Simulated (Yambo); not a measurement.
Consider the following.

```xyz
5
Lattice="3.8297 0.0000 0.0000 -1.9148 3.3166 0.0000 0.0000 0.0000 10.3698" Properties=species:S:1:pos:R:3 pbc="T T T"
C      0.0000     0.0000     0.0000
Y      0.0000     2.2111     1.3050
Y      1.9148     1.1055     9.0648
I      0.0000     2.2111     6.9104
I      1.9148     1.1055     3.4594
```

Workflow: PBEsol (pw.x of Quantum ESPRESSO, ONCV potentials, without SOC), then G0W0 in Yambo (3×3×1 Γ-centred k mesh, bands 3 to 260 and a 8 Ry block in the screening, 260 bands in G with the Bruneval-Gonze terminator, plasmon pole fitted at 27.2 eV).

**Question.** Give the PBEsol and G0W0 gaps between the band edges found on this mesh, and say where the edges lie.

**Answer.** Edges: Γ → (0, 0.333, 0). PBEsol: 0.73 eV; G0W0: 1.60 eV. The mesh misses an edge: along a dense path the PBEsol gap is 0.32 eV. Nearest settings tried, and what they do to the gap: 163 bands in W, 163 bands in G: -7 meV; 7 Ry block (263 vectors against 371): -45 meV. Not varied: mesh. So the settings aren't converged at that level. The k mesh is coarse. Spin-orbit coupling is left out, which matters for elements this heavy: edges can move by tenths of an eV.

Geometry relaxed with PBE+D3(BJ).

The structure is a Materials Project entry; no match was found in the copy of COD used, and its stability was not checked.
